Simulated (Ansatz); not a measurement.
Pressure gauges and gaskets: equation-of-state parameters at work

A comparison from first-principles data. Bulk modulus and its pressure derivative give the pressure that a small compression needs; a soft, simple solid makes a sensitive pressure gauge, a stiff one a good anvil or seat.

The yardstick is fcc Au. Hydrostatic compression by 3 % of the volume (V₀/V = 1.0309), no change of phase.

**Data**

Levels of theory (Ansatz, a plane-wave PAW program): B₀, B₀′: LDA, Birch–Murnaghan fit of energy against volume; volume per atom: LDA, relaxed cell.

Model: linear estimate = B₀ × compression; P = (B₀/B₀′)[(V₀/V)^B₀′ − 1]; modulus under load = B₀ + B₀′P; relative pressure = P/P_ref.

```csv
crystal,B₀ (GPa),B₀′,V (Å³/atom),linear estimate (GPa),Murnaghan pressure (GPa),modulus there (GPa),pressure (relative)
"In2SbAs (R3m, hR4)",51.8,4.8,30.41,1.6,1.697,59.9,0.26
"InGaAs2 (R3m, hR4)",65.0,4.6,24.66,2.0,2.123,74.8,0.33
PtSb2 (Pa-3),127,5.2,22.06,3.8,4.187,149,0.65
BAs (zinc blende),147,4.1,13.25,4.4,4.765,167,0.74
"fcc Au, reference",193,5.8,16.56,5.8,6.424,230,1.00
```

Runs started from generated or typed cells of the structure named: BAs; fcc Au. No claim is made that these are known or stable phases: In2SbAs (R3m, hR4); InGaAs2 (R3m, hR4). Spin–orbit coupling is left out unless named.

**Worked example**

Arithmetic for PtSb2:

- linear estimate: 127 × 3/100 = 3.8 GPa
- P = (127/5.2) × (1.0309^5.2 − 1) = 4.187 GPa
- modulus there: 127 + 5.2 × 4.187 = 149 GPa
- relative pressure: 4.187/6.424 = 0.65

For fcc Au, step by step:

- linear estimate: 193 × 3/100 = 5.8 GPa
- P = (193/5.8) × (1.0309^5.8 − 1) = 6.424 GPa
- modulus there: 193 + 5.8 × 6.424 = 230 GPa

**Result**

By relative pressure (highest first): fcc Au (1.00 ± 0.10), BAs (0.74 ± 0.074) ≈ PtSb2 (0.65 ± 0.065), InGaAs2 (R3m, hR4) (0.33 ± 0.033), In2SbAs (R3m, hR4) (0.26 ± 0.026). The ± follows from allowances picked for this note (B₀ 10 %, B₀′ 0.4), carried to first order and added in quadrature, each row's own inputs moving alone; ≈ joins neighbours closer than their two ± added in quadrature.

**Caveats**

B₀′ is the least certain number of such a fit, often by half a unit. Where several phases of a formula are at hand, those over 0.1 eV/atom above the lowest were not drawn (by r²SCAN where it compared them, else by the largest value; a layered or molecular lowest phase counts only with a dispersion term); other phases could lie lower still. Rows were sampled with a lean to familiar crystals, related or not, whatever their agreement with measurement; tables with many equal figures were not kept. Limits of the draw: no layered crystals, B₀′ of 2 to 8; no unfamiliar magnets, and cubic perovskites only if shown or known to be stable. As a rule kept out of such tables: 4f compounds, open-shell compounds run without a Hubbard term, cells found unstable in the tests at hand, cells close to a higher symmetry, and runs set to a pressure or over 12 % in volume from the crystal's fullest run.
